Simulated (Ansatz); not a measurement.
# RbSb4F13: XPS core lines

Cell: a COD entry whose atoms were relaxed with PBE, the cell held; a hole's nearest image is 6.6 Å away.

Space group I4/m (No. 87); a = 9.6350, c = 6.5630 Å.

| site | Wyckoff | site symmetry | x | y | z |
| --- | --- | --- | --- | --- | --- |
| Rb1 | 2b | 4/m.. | 0.0000 | 0.0000 | 0.5000 |
| Sb2 | 8h | m.. | 0.2771 | 0.9937 | 0.0000 |
| F6 | 2a | 4/m.. | 0.0000 | 0.0000 | 0.0000 |
| F7 | 8h | m.. | 0.3766 | 0.9386 | 0.5000 |
| F11 | 16i | 1 | 0.1126 | 0.7918 | 0.7780 |

One atom of each set is listed; the run and its k-mesh use a cell of 18 atoms with edges of 7.56, 7.56, 7.56 Å.

All values are calculated (Ansatz; DFT, PBE, plane waves and PAW, scalar-relativistic, 420 eV cutoff, Γ-centred 4×4×4 k-points, fixed occupations), not measured.

Each value is a total-energy difference between the cell with one core hole and the ground state (ΔSCF), the electron removed. The valence electrons get no spin in the cell with the hole, so they can't polarise against the unpaired core electron; that puts absolute values high, by some tenths of an eV and in some cases by about 1 eV. These are bare differences without image correction or alignment, so only shifts between sites of one element carry meaning.

**Question.** How far do the F 1s lines of the distinct sites lie apart?

**Answer.** 

| line | atom | first shell | shift from the lowest of its kind (eV) |
| --- | --- | --- | --- |
| F 1s | 6 | 4 Sb at 2.67 Å; also 2 Rb at 3.28 Å | 0.00 |
| F 1s | 7 | 1 Sb at 2.00 Å | 1.29 |
| F 1s | 11 | 1 Sb at 1.97 Å; also 1 Sb at 2.90 Å, 1 Rb at 2.92 Å | 1.52 |

Shifts between sites are good to a few tenths of an eV; absolute PBE values can be off by an eV or more, and the 3d and 4f lines of heavy atoms by several eV. Multiplets, satellites and widths aren't calculated.

Hardware: 1 thread of Arm Neoverse V2 (aarch64; 8 cores open to the job, memory cap 3.0 GiB, no GPU), a shared host with a load of 0.8 a core. Wall time 7.9 min, CPU time 7.9 min, peak memory 1 GiB.
